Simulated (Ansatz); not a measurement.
## A run on BN

```yaml
crystal:
  lattice:
    - [2.49824, 0.0, 0.0]
    - [-1.24912, 2.1635393048, 0.0]
    - [0.0, 0.0, 6.6357]
  atoms:
    - { symbol: B, position: [0.3333333333, 0.6666666667, 0.25] }
    - { symbol: B, position: [0.6666666667, 0.3333333333, 0.75] }
    - { symbol: "N", position: [0.3333333333, 0.6666666667, 0.75] }
    - { symbol: "N", position: [0.6666666667, 0.3333333333, 0.25] }
kpoints:
  mp_grid: { grid: [0, 13, 4] }
scf:
  occupations: { method: fermi_dirac, width: 0.02 }
  max_iter: 100
hamiltonian:
  xc: pbe
  pseudopotentials: { kind: paw }
output:
  forces: true
  stress: true
  populations: true
  efg:
    quadrupole_moments_barn: { B: 0.04059, "N": 0.02044 }
    contact_densities: true
```

```sh
ansatz run input.yaml --threads 1 --pin off --max-ram 3072MiB --backend cpu --events-out ev --progress --plain --runs-dir out
```

Problem. Does this calculation finish, and if not, why?

Solution. The program refused the input. The input holds a mesh with a zero. The program says:

```
Error: invalid value for `kpoints.mp_grid.grid`: each dimension must be in 1..=255
```

Against a sound input the change was `kpoints.mp_grid.grid`: [13, 13, 4] → [0, 13, 4]; `scf.max_iter`: not typed → 100.

With the sound settings the run converges and gives V_zz (10²¹ V/m²) B 2.83 (η 0.00), N -0.26 (η 0.00). These hold for the positions as typed, which a relaxation reached. At this cell the PBE pressure is 5 GPa, so with PBE the cell would grow if it were relaxed.
